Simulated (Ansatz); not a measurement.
Al₂Cu (Al2Cu type, space group I4/mcm)

```
Al2Cu
1.0
   -3.02971     3.02971     2.43697
    3.02971    -3.02971     2.43697
    3.02971     3.02971    -2.43697
Al Cu
4 2
Direct
  0.65828   0.15828   0.81655
  0.84172   0.65828   0.50000
  0.15828   0.34172   0.50000
  0.34172   0.84172   0.18345
  0.25000   0.25000   0.00000
  0.75000   0.75000   0.00000
```

Two coordinates are scanned: the volume, and the ratio of the stretch along z (the conventional c axis) to the stretch across it. Atoms keep their fractional coordinates.

Computed with PBE (plane waves to 420 eV, PAW, scalar-relativistic; Ansatz, an electronic-structure program). k mesh 12×12×12 (Γ-centred), Fermi-Dirac smearing 0.05 eV. Stress and pressure are positive under compression. As the atoms are clamped, bonds stretch with the cell, which overstates energies and stresses. With partly filled bands, the response to shear is sensitive to the k mesh, so small differences along c/a are uncertain. Al2Cu is run without spin polarisation. Al2Cu was relaxed with its symmetry unable to fall. The PAW data are Ansatz's earlier set. 

Question: Give the computed σzz (GPa) at all points of the grid V/V₀ = 0.960, 0.973, 0.987, 1.000, 1.013, 1.027, 1.040 by (c/a)/(c/a)₀ = 0.960, 0.973, 0.987, 1.000, 1.013, 1.027, 1.040.

Answer: σzz (GPa), with V/V₀ across and (c/a)/(c/a)₀ down:

```
(c/a)/(c/a)₀ \ V/V₀  0.960  0.973  0.987  1.000  1.013  1.027  1.040
-------------------  -----  -----  -----  -----  -----  -----  -----
0.960                  8.6    6.8    5.1    3.6    2.1    0.8   -0.4
0.973                  7.0    5.3    3.7    2.2    0.9   -0.4   -1.6
0.987                  5.6    4.0    2.5    1.1   -0.2   -1.4   -2.5
1.000                  4.4    2.8    1.4    0.0   -1.3   -2.4   -3.5
1.013                  3.2    1.7    0.3   -1.0   -2.2   -3.4   -4.4
1.027                  2.2    0.7   -0.7   -1.9   -3.1   -4.2   -5.3
1.040                  1.3   -0.1   -1.5   -2.8   -4.0   -5.0   -6.0
```

(Under strain, the slope of the energy per volume gives the stress and its curvature an elastic modulus.)
